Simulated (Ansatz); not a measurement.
GaN:
Space group Fm-3m (No. 225); a = 4.217 Å, b = 4.217 Å, c = 4.217 Å, α = 90.00°, β = 90.00°, γ = 90.00°

```json
[
 {"atom": "N", "site": "4a", "symmetry": "m-3m", "x": "0.0000", "y": "0.0000", "z": "0.0000"},
 {"atom": "Ga", "site": "4b", "symmetry": "m-3m", "x": "0.5000", "y": "0.5000", "z": "0.5000"}
]
```
(The calculation used a cell of 2 atoms; values per cell refer to that cell.)

Relaxed with r²SCAN. Independent-particle spectrum: no excitons, no local fields, no scissors shift; 0.1 eV broadening; ε₁ of the summed bands alone.

Task: Tabulate the dielectric function from the program Ansatz at the r²SCAN level (PAW).

Result: 

| E (eV) | ε₁ xx | ε₂ xx |
|---|---|---|
| 0.0 | 6.98 | 0.00 |
| 0.5 | 7.01 | 0.00 |
| 1.0 | 7.10 | 0.00 |
| 1.5 | 7.27 | 0.00 |
| 2.0 | 7.52 | 0.00 |
| 2.5 | 7.91 | 0.00 |
| 3.0 | 8.51 | 0.00 |
| 3.5 | 9.64 | 0.42 |
| 4.0 | 10.43 | 0.95 |
| 4.5 | 12.08 | 2.81 |
| 5.0 | 12.12 | 4.48 |
| 5.5 | 13.36 | 6.15 |
| 6.0 | 12.37 | 12.52 |
| 6.5 | 8.41 | 13.97 |
| 7.0 | 5.30 | 16.81 |
| 7.5 | -5.25 | 12.58 |
| 8.0 | -4.34 | 6.26 |
| 8.5 | -0.94 | 5.49 |
| 9.0 | -0.11 | 4.79 |
| 9.5 | -0.57 | 5.70 |
| 10.0 | -0.40 | 4.41 |
| 10.5 | 0.00 | 4.27 |
| 11.0 | 0.48 | 3.99 |
| 11.5 | 1.60 | 4.55 |
| 12.0 | -1.28 | 7.46 |

Task: From ε at 4.8 eV (xx: 12.02 + 3.90i), find n, k, the normal reflectivity and the absorption coefficient.

Result: n = 3.51, k = 0.555, R = 32 %, α = 2kE/ħc = 270000 cm⁻¹.

With all bands, ε∞ without local fields is 7.13.

This is a known high-pressure phase of the composition, computed here at zero pressure and temperature. Symmetry was held in the r²SCAN relaxation; its stability against distortions is not shown here. Spin–orbit coupling is left out wherever it is not named.

Potentials: the later of the program's two PAW sets.
